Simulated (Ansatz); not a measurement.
## Computed properties of SnBi

SnBi:
Space group I-4m2 (No. 119); a = 6.077 Å, b = 6.077 Å, c = 3.244 Å, α = 90.00°, β = 90.00°, γ = 90.00°

```
atom  site  symmetry       x       y       z
----  ----  --------  ------  ------  ------
Sn      2a      -4m2  0.0000  0.0000  0.0000
Bi      2d      -4m2  0.5000  0.0000  0.2500
```
(The calculation used a cell of 2 atoms; values per cell refer to that cell.)

Space group I-4m2 (No. 119); conventional cell a = 6.077 Å, b = 6.077 Å, c = 3.244 Å, α = 90.00°, β = 90.00°, γ = 90.00°.

Method: plane-wave PAW PBEsol (Ansatz code). Geometry: relaxed at this level of theory. Other levels are named where they apply.

### Cell and energy

Volume per atom: 29.96 Å³
Density: 9.08 g/cm³
Formation energy from the elements (no fitted shifts): 0.028 eV/atom

### Electronic structure

- Electronic character = metallic (no gap)
- Density of states at the Fermi level = 0.53 states/eV per atom (mean over ±0.08 eV)
- Gap with spin–orbit coupling = none (metallic)

### Mechanics

* **Bulk modulus (Birch–Murnaghan fit)**: 53.8 GPa
* **Pressure derivative B′**: 4.7

### Phonons

Highest zone-centre frequency: 93 cm^-1
Zone-centre stability: no imaginary mode at Γ

The first step of the workflow began from a Materials Project structure, measured or hypothetical; the Crystallography Open Database copy checked does not list it. With Sn and Bi taken as one species the cell has the higher symmetry I4_1/amd, so it may be an ordered model of a mixed-site phase. Its standing as an ambient phase is unchecked. The PBEsol relaxation kept the symmetry of its start. As this level gives no gap, phonon frequencies hold no LO–TO term and depend on the k-mesh and smearing (Fermi–Dirac, 0.1 eV here). Axis ratios of metals converge slowly with the k-mesh, so a and c are less sure than the volume. The references are the lowest solids computed at this level, not always the standard phases. Spin–orbit coupling is left out wherever it is not named.

Potentials: the later of the program's two PAW sets.
